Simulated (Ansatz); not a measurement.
Ta₂O₅:
```xyz
14
Lattice="3.6657 0.0000 0.0000 0.0000 6.4565 0.0000 0.0000 0.0000 7.7148" Properties=species:S:1:pos:R:3 pbc="T T T"
O      3.6632     4.3882     3.8574
O      0.0025     2.0683     3.8574
O      0.0025     4.3882     0.0000
O      3.6632     2.0683     0.0000
O      1.8328     3.2282     5.7861
O      1.8328     3.2282     1.9287
Ta     1.8328     3.2282     3.8574
Ta     1.8328     3.2282     0.0000
O      1.8328     0.0000     3.8574
O      1.8328     0.0000     0.0000
Ta     0.0000     0.0000     3.8574
Ta     0.0000     0.0000     0.0000
O      0.0000     0.0000     5.7861
O      0.0000     0.0000     1.9287
```

Relaxed with r²SCAN. Special points in fractions of this cell's reciprocal vectors: Γ (0.000, 0.000, 0.000); X (0.500, 0.000, 0.000); S (0.500, 0.500, 0.000); Y (0.000, 0.500, 0.000); Z (0.000, 0.000, 0.500); U (0.500, 0.000, 0.500); R (0.500, 0.500, 0.500); T (0.000, 0.500, 0.500).

Problem. List the band energies nearest the valence-band maximum at these points for the program Ansatz at the r²SCAN level (PAW).

Solution. In eV from the valence-band maximum; about four levels below and three above (degenerate sets whole), none deeper than 8.9 eV; points with the same levels are listed once.

```json
[
 {"k": "Γ", "below": "-1.04 -0.91 -0.90 -0.74", "above": "0.83 1.10 1.26"},
 {"k": "X", "below": "-1.30 -1.28 -1.05 0.00", "above": "0.64 0.85 0.93"},
 {"k": "S", "below": "-1.30 -1.15 -0.98 0.00", "above": "0.69 1.19 1.28"},
 {"k": "Y", "below": "-1.56 -1.39 -0.92 -0.74", "above": "1.27 1.47 1.69"},
 {"k": "Z", "below": "-1.50 -1.50 -1.11 -1.11", "above": "0.99 0.99 2.61 2.61"},
 {"k": "U", "below": "-1.05 -1.05 -0.64 -0.64", "above": "0.89 0.89 2.36 2.36"},
 {"k": "R", "below": "-1.40 -1.40 -0.62 -0.62", "above": "1.23 1.23 2.39 2.39"},
 {"k": "T", "below": "-1.52 -1.52 -1.40 -1.40", "above": "1.61 1.61 2.84 2.84"}
]
```

Space group Pmmm. The workflow started from an entry of the Crystallography Open Database (COD); the relaxed space group is not among those it files for this formula. COD files the formula under space group No. 49, so this cell is another polymorph or a model. Whether it is the stable phase at ambient conditions was not checked. The cell was relaxed with r²SCAN under the symmetry of its start; its stability against distortions is not shown here. The run is not spin-polarised. Point labels and valley counts follow the cell and symmetry of the run, lower than the named group. Scalar-relativistic: spin–orbit coupling is off unless named, which matters more the heavier the elements.

Potentials: the later of the program's two PAW sets.
